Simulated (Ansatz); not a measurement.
Space group Fm-3m (No. 225). a = 11.187 Å, b = 11.187 Å, c = 11.187 Å, α = 90.00°, β = 90.00°, γ = 90.00°
```csv
atom,site,symmetry,x,y,z
Cs,8c,-43m,0.2500,0.7500,0.7500
Ag,4b,m-3m,0.5000,0.0000,0.0000
Bi,4a,m-3m,0.0000,0.0000,0.0000
Br,24e,4m.m,0.5000,0.7539,0.0000
```

Equation of state of this Cs2AgBiBr6 structure (not necessarily the ground state), with shape and atoms relaxed at each volume where symmetry leaves them free. All numbers below come from DFT PBEsol, scalar-relativistic, plane waves, PAW in Ansatz.

Cutoff 420 eV; k points 4×4×4 on the computed 10-atom cell (Γ-centred); Gaussian smearing, width 0.02 eV; no spin polarisation.

```
V (Å³/atom) E − E(largest V) (meV/atom) P (GPa) gap on mesh (eV)
     32.904                         2.89     1.96              0.99
     33.954                        -6.35     0.89              1.04
     35.005                        -9.18     0.00              1.09
     36.055                        -6.74    -0.72              1.15
     37.105                         0.00    -1.31              1.20
```

**Question.** Fit a third-order Birch–Murnaghan equation to E(V).

**Answer.** V0 = 35.01 Å³/atom, B0 = 27 GPa, B0' = 5.7.

Spin-orbit coupling is left out, which matters for the bands of heavy elements.

Cost: 5 runs of about 2.9 core-minutes in all, on Arm Neoverse V2 (shared hosts).